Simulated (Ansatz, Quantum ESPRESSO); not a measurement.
## BiTe: changing the dispersion correction

The cell as given:

Space group Fm-3m (No. 225). a = 6.470 Å, b = 6.470 Å, c = 6.470 Å, α = 90.00°, β = 90.00°, γ = 90.00°
```json
{"atom": "Bi", "site": "4a", "symmetry": "m-3m", "x": "0.0000", "y": "0.0000", "z": "0.0000"}
{"atom": "Te", "site": "4b", "symmetry": "m-3m", "x": "0.5000", "y": "0.0000", "z": "0.0000"}
```

Kept alike: task relaxation of cell and atoms; functional PBEsol; k mesh 7 × 7 × 7; occupations fermi-dirac, width 0.05 eV; no spin polarisation. Program: Ansatz, Ansatz PAW, cutoff 420 eV. The mesh is that of the run's cell of 2 atoms. No spin-orbit coupling.

```csv
dispersion correction,volume (Å³/atom)
D3(BJ),31.467
D3(BJ)-ATM,31.600
D4,32.011
none,32.839
```

The relaxations keep at least the cell's symmetry (Fm-3m). For a metal such a mesh leaves the last digits unconverged. Relaxations stop with a little pressure left, so the last digits of a volume or edge aren't settled. All rows use potentials made for PBE.

**Question.** What does the dispersion correction change here?

**Answer.** The volume runs from 31.467 (D3(BJ)) to 32.839 Å³/atom (none). Against no correction: D3(BJ) -4.2 %; D3(BJ)-ATM -3.8 %; D4 -2.5 %. Dispersion terms mostly attract and so lower the volume; the schemes' coefficients and damping set how far. A twin series (Quantum ESPRESSO, PseudoDojo 0.4.1 SR PBEsol standard) moves it by +1.2134 between D3(BJ) and none, against +1.3717 Å³/atom here.
